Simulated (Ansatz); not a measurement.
## Kick test of a cell of Ti₂Ge₆Mo

The structure comes from a generated guess, relaxed at this level; another structure or a mixture of phases may lie lower.

Theory: DFT PBE, scalar-relativistic, plane waves, PAW in Ansatz 0.2.0. Settings: cutoff 420 eV, Γ-centred mesh 10×10×10 on the computed 9-atom cell, Gaussian smearing of 0.10 eV; no spin polarisation.

The cell below (9 atoms, space group Fmmm (No. 69)) is relaxed within its symmetry.

```xyz
9
Lattice="0.0000 4.2424 7.1423 2.3717 0.0000 7.1423 2.3717 4.2424 0.0000" Properties=species:S:1:pos:R:3 pbc="T T T"
Ti    2.3717    4.2424    9.5662
Ti    2.3717    4.2424    4.7183
Ge    2.3717    2.8653    2.3453
Ge    2.3717    2.8668    7.1423
Ge    2.3717    2.8653   11.9392
Ge    2.3717    5.6194    2.3453
Ge    2.3717    5.6180    7.1423
Ge    2.3717    5.6194   11.9392
Mo    0.0000    0.0000    0.0000
```

For the test it was strained at random (σ = 1.5 % a component), the atoms were moved at random (σ = 0.10 Å), and all was relaxed again on a coarse 6×6×6 mesh (in the run’s order of axes) with 0.20 eV smearing, with no symmetry imposed.

Question: Does it come back?

Answer: It returns, within 1 meV/atom of the unmoved cell on that mesh and with the same symmetry when read at 0.1 Å. No instability shows in this cell; modes of other wave vectors, which need another repeat, aren't tested.
